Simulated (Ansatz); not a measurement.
Q: AlN in space group P6_3mc (No. 186; Al on 2a, Al on 2b, N on 2a, N on 2b) is relaxed with DFT-LDA in the program Ansatz with PAW potentials. What lattice parameters of the conventional cell result?

A: a = 3.078 Å, c = 9.968 Å.

Q: Give the free coordinates with the occupied sites.

A: In one choice of origin and axes:

```
atom  site  symmetry       x       y       z
----  ----  --------  ------  ------  ------
Al      2a       3m.  0.0000  0.0000  0.0015
Al      2b       3m.  0.3333  0.6667  0.2504
N       2a       3m.  0.0000  0.0000  0.3119
N       2b       3m.  0.3333  0.6667  0.0619
```

Q: Is it a metal or does it have a gap at this level?

A: A gap of 3.97 eV, indirect.

The cell is a constructed one: a structure type filled with these elements. Its sites differ from those of the usual phase in this space group: another stacking or structure type. The cell was relaxed with LDA under the symmetry of its start; phonons on a q-mesh show no instability.

Potentials: the later of the program's two PAW sets.
